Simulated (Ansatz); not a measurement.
## Compressing HfH3: a fit and a missing row

HfH3, P6_3/mmc, a = 4.725 Å, c = 3.213 Å. The structure is a Materials Project entry; whether it is the stable form wasn't checked. Ansatz: r2SCAN, PAW, 500 eV, Γ-centred 9×9×12 mesh on 8 atoms, Gaussian smearing 0.10 eV; no spin polarisation. Shape and atoms are relaxed at each volume; pressure is positive in compression.

| V (Å³/atom) | P (GPa) |
| --- | --- |
| 7.298 | ? |
| 7.531 | 3.44 |
| 7.764 | 0.00 |
| 7.997 | -2.82 |
| 8.230 | -5.03 |

Q: Take V0 = 7.764 Å³/atom, fit the third-order Birch–Murnaghan form to the other rows, and predict the missing pressure.

A: With the Eulerian strain f = ½[(V0/V)^(2/3) − 1] and y = P/[3f(1 + 2f)^(5/2)], the form is the line y = B0 + 1.5 B0 (B0′ − 4) f. Rows (f, y): 0.01026, 106.2; -0.00976, 101.2; -0.01906, 96.9. Means f = -0.006187, y = 101.43; Σ(Δf)² = 0.0004490, ΣΔfΔy = 0.1376; the slope is their ratio. y = 103.3 + 306.4 f GPa, so B0 = 103.3 GPa and B0′ = 4 + 2 × (306.4)/(3 × 103.3) = 5.98. At V = 7.298, f = 0.02106, y = 109.75 and P = 7.69 GPa. The run gave 7.51 GPa, so the fit is 0.18 GPa too high, 1.4 % of the span of the series, against an rms of 0.02 GPa on the fitted rows. The row lies outside the fitted range. The records show no cause, and too few rows are left to test a further term.

Spin–orbit coupling is left out, which can shift energies with elements as heavy as these.

Cost: 5 runs of about 11 core-minutes in all, on Arm Neoverse V1 (shared hosts).